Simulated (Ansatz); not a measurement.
CdF₂ (fluorite, Fm-3m), a = 5.3840 Å, b = 5.3840 Å, c = 5.3840 Å, α = 90.00°, β = 90.00°, γ = 90.00°; the cell used has 3 atoms.

Relaxed with PBEsol.

Task: Which orbitals make up the states near the band edges in plane-wave PAW PBEsol (Ansatz code)?

Result: Top 1 eV of the valence band: F 2p 86 %, Cd 4d 13 %. Bottom 1 eV of the conduction band: Cd 5s 75 %, F 2s 15 %, F 2p 9 %. Projections are on Löwdin-orthogonalised atomic valence shells; empty p or d shells of many metals are not among them.

Task: Tabulate the density of states.

Result: States/eV per cell of 3 atoms, in 0.25 eV bins, energy from the valence-band maximum.

| E (eV) | total | F 2p | Cd 4d | Cd 5s |
|---|---|---|---|---|
| -5.76 | 0.00 | 0.00 | 0.00 | 0.00 |
| -5.51 | 1.67 | 0.44 | 1.22 | 0.00 |
| -5.26 | 9.30 | 2.35 | 6.85 | 0.08 |
| -5.01 | 4.14 | 0.87 | 3.25 | 0.01 |
| -4.76 | 4.94 | 0.79 | 4.10 | 0.03 |
| -4.51 | 8.27 | 0.77 | 7.42 | 0.04 |
| -4.26 | 11.64 | 0.46 | 11.09 | 0.03 |
| -4.01 | 0.04 | 0.00 | 0.04 | 0.00 |
| -3.76 | 0.00 | 0.00 | 0.00 | 0.00 |
| -3.51 | 1.69 | 1.04 | 0.38 | 0.26 |
| -3.26 | 2.59 | 1.76 | 0.41 | 0.39 |
| -3.01 | 1.62 | 1.19 | 0.15 | 0.23 |
| -2.76 | 1.69 | 1.35 | 0.17 | 0.12 |
| -2.51 | 2.80 | 2.24 | 0.42 | 0.07 |
| -2.26 | 3.82 | 3.21 | 0.48 | 0.04 |
| -2.01 | 4.58 | 4.03 | 0.40 | 0.03 |
| -1.76 | 3.28 | 2.92 | 0.26 | 0.02 |
| -1.51 | 3.16 | 2.79 | 0.28 | 0.03 |
| -1.26 | 2.42 | 2.13 | 0.22 | 0.02 |
| -1.01 | 1.56 | 1.36 | 0.16 | 0.02 |
| -0.76 | 1.43 | 1.24 | 0.16 | 0.01 |
| -0.51 | 9.77 | 8.39 | 1.32 | 0.01 |
| -0.26 | 6.04 | 5.17 | 0.85 | 0.00 |
| -0.01 | 1.54 | 1.36 | 0.17 | 0.00 |
| 0.24 | 0.00 | 0.00 | 0.00 | 0.00 |
| 0.49 | 0.00 | 0.00 | 0.00 | 0.00 |
| 0.74 | 0.00 | 0.00 | 0.00 | 0.00 |
| 0.99 | 0.00 | 0.00 | 0.00 | 0.00 |
| 1.24 | 0.00 | 0.00 | 0.00 | 0.00 |
| 1.49 | 0.00 | 0.00 | 0.00 | 0.00 |
| 1.74 | 0.00 | 0.00 | 0.00 | 0.00 |
| 1.99 | 0.00 | 0.00 | 0.00 | 0.00 |
| 2.24 | 0.00 | 0.00 | 0.00 | 0.00 |
| 2.49 | 0.00 | 0.00 | 0.00 | 0.00 |
| 2.74 | 0.00 | 0.00 | 0.00 | 0.00 |
| 2.99 | 0.00 | 0.00 | 0.00 | 0.00 |
| 3.24 | 0.03 | 0.00 | 0.00 | 0.03 |
| 3.49 | 0.05 | 0.00 | 0.00 | 0.04 |
| 3.74 | 0.07 | 0.01 | 0.00 | 0.06 |
| 3.99 | 0.10 | 0.01 | 0.00 | 0.07 |
| 4.24 | 0.12 | 0.02 | 0.00 | 0.09 |
| 4.49 | 0.14 | 0.02 | 0.00 | 0.10 |
| 4.74 | 0.17 | 0.03 | 0.00 | 0.12 |
| 4.99 | 0.20 | 0.03 | 0.00 | 0.14 |
| 5.24 | 0.23 | 0.04 | 0.00 | 0.17 |
| 5.49 | 0.26 | 0.05 | 0.00 | 0.19 |
| 5.74 | 0.30 | 0.06 | 0.00 | 0.22 |
| 5.99 | 0.35 | 0.07 | 0.00 | 0.26 |
| 6.24 | 0.40 | 0.08 | 0.00 | 0.30 |
| 6.49 | 0.48 | 0.09 | 0.00 | 0.35 |
| 6.74 | 0.59 | 0.12 | 0.00 | 0.44 |
| 6.99 | 0.80 | 0.16 | 0.00 | 0.60 |
| 7.24 | 1.02 | 0.20 | 0.00 | 0.78 |
| 7.49 | 1.04 | 0.20 | 0.00 | 0.80 |
| 7.74 | 1.19 | 0.23 | 0.00 | 0.92 |

The cell was relaxed with PBEsol under the symmetry of its start. Scalar-relativistic: spin–orbit coupling is off unless named, which matters more the heavier the elements.

Potentials: the later of the program's two PAW sets.
